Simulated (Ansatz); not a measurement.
Theory: DFT PBE, scalar-relativistic, plane waves, PAW in Ansatz 0.2.0. Cutoff 420 eV, Γ-centred meshes of about 0.25 Å⁻¹ or finer for metals and 0.3 Å⁻¹ for insulators (2π included), Gaussian smearing. No spin polarisation.

All energies are static (0 K, no zero-point motion).

Two relaxed structures of TiGe₂W₄:

A.

```yaml
crystal:
  lattice:
    - [-4.93313, 4.93313, 2.42772]
    - [4.93313, -4.93313, 2.42772]
    - [4.93313, 4.93313, -2.42772]
  atoms:
    - { symbol: Ti, position: [0.25000, 0.25000, 0.00000] }
    - { symbol: Ti, position: [0.75000, 0.75000, 0.00000] }
    - { symbol: Ge, position: [0.86103, 0.36103, 0.22206] }
    - { symbol: Ge, position: [0.36103, 0.13897, 0.50000] }
    - { symbol: Ge, position: [0.13897, 0.63897, 0.77794] }
    - { symbol: Ge, position: [0.63897, 0.86103, 0.50000] }
    - { symbol: W, position: [0.08937, 0.22582, 0.31518] }
    - { symbol: W, position: [0.77418, 0.08937, 0.86355] }
    - { symbol: W, position: [0.72582, 0.58937, 0.31518] }
    - { symbol: W, position: [0.41063, 0.72582, 0.13645] }
    - { symbol: W, position: [0.22582, 0.91063, 0.13645] }
    - { symbol: W, position: [0.58937, 0.27418, 0.86355] }
    - { symbol: W, position: [0.27418, 0.41063, 0.68482] }
    - { symbol: W, position: [0.91063, 0.77418, 0.68482] }
```

B.

```yaml
crystal:
  lattice:
    - [3.73532, 0.00000, 0.00000]
    - [0.00000, 3.73532, 0.00000]
    - [0.00000, 0.00000, 8.62280]
  atoms:
    - { symbol: Ti, position: [0.50000, 0.50000, 0.00000] }
    - { symbol: Ge, position: [0.50000, 0.00000, 0.76055] }
    - { symbol: Ge, position: [0.00000, 0.50000, 0.23946] }
    - { symbol: W, position: [0.50000, 0.00000, 0.24614] }
    - { symbol: W, position: [0.00000, 0.50000, 0.75386] }
    - { symbol: W, position: [0.50000, 0.50000, 0.50000] }
    - { symbol: W, position: [0.00000, 0.00000, 0.50000] }
```

Question: Which is lower in energy, and by how much?

Answer: A is lower, by 37 meV/atom. A has space group I4/mcm (No. 140), 16.9 Å³/atom and no gap on its mesh; B has space group P-4m2 (No. 115), 17.2 Å³/atom and no gap. Counting Ti or W atoms around Ge (for each partner element, those within 1.25 times its shortest distance or 1.15 times the sum of covalent radii, where it is the nearest in units of that sum or under 1.3), A has Ge 8 and B has Ge 10. Even the lower one lies +0.35 eV/atom against the reference forms of the elements (uncorrected), so neither is stable at this level. In A, around Ti lie 2 Ti at 2.43 Å and 8 W at 2.69 Å; Ge has 2 W at 2.62 Å and 6 W at 2.81 Å; around W lie 1 W at 2.58 Å, 1 Ge at 2.62 Å, 2 Ti at 2.69 Å, 3 Ge at 2.81 Å, 4 W at 3.00–3.09 Å and 2 W at 3.39 Å. In B, Ti has 4 Ge at 2.78 Å and 4 W at 2.83 Å; Ge has 4 W at 2.64 Å, 2 Ti at 2.78 Å and 4 W at 2.92 Å; around W on a site of symmetry 2mm lie 4 Ge at 2.64 Å, 2 Ti at 2.83 Å and 4 W at 2.88 Å; 2 more sites not described. Both come from trial cells of a structure search, whose lowest cell (Pnnm, 17.1 Å³/atom) lies 136 meV/atom below the lower of the two.

Spin–orbit coupling, which can matter for W, is left out. Trial moments fell under 0.15 μB along the way in I4/mcm and P-4m2; another start might hold them. Cells relaxed within their symmetry can be saddle points. Some structure types and database cells were kept out of the candidates from the start, so a known form may be missing.
